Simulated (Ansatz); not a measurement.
SnS:
```
SnS
1.0
   11.45607     0.00000     0.00000
    0.00000     4.02380     0.00000
    0.00000     0.00000     4.45258
Sn S
4 4
Direct
  0.62176   0.25000   0.37030
  0.37824   0.75000   0.62970
  0.87824   0.75000   0.87030
  0.12176   0.25000   0.12970
  0.34984   0.25000   0.02244
  0.65016   0.75000   0.97756
  0.15016   0.75000   0.52244
  0.84984   0.25000   0.47756
```

Relaxed with PBE. Special points in fractions of this cell's reciprocal vectors: Γ (0.000, 0.000, 0.000); X (0.500, 0.000, 0.000); S (0.500, 0.500, 0.000); Y (0.000, 0.500, 0.000); Z (0.000, 0.000, 0.500); U (0.500, 0.000, 0.500); R (0.500, 0.500, 0.500); T (0.000, 0.500, 0.500).

List the band energies nearest the valence-band maximum at these points for the program Ansatz at the PBE level (PAW).

In eV from the valence-band maximum; about four levels below and three above (degenerate sets whole), none deeper than 8.9 eV; points with the same levels are listed once.

| k | below | above |
|---|---|---|
| Γ | -1.70 -1.05 -0.65 -0.39 | 1.16 3.02 3.03 3.03 |
| X | -1.88 -1.88 -0.48 -0.48 | 2.68 2.68 2.80 2.80 |
| S | -0.98 -0.98 -0.98 -0.98 | 1.70 1.70 1.70 1.70 |
| Y | -0.88 -0.88 -0.85 -0.85 | 1.45 1.45 1.60 1.60 |
| Z | -0.81 -0.81 -0.07 -0.07 | 1.61 1.61 2.03 2.03 |
| U | -0.63 -0.63 -0.05 -0.05 | 1.61 1.61 2.04 2.04 |
| R | -1.45 -1.45 -1.45 -1.45 | 2.81 2.81 2.81 2.81 |
| T | -2.12 -2.12 -1.22 -1.22 | 2.89 2.89 3.07 3.07 |

Space group Pnma. The PBE relaxation kept the symmetry of its start. A crystal of weakly bound layers computed without a dispersion correction: the cell and the soft elastic constants depend strongly on that. Scalar-relativistic: spin–orbit coupling is off unless named, which matters more the heavier the elements.

Potentials: the later of the program's two PAW sets.
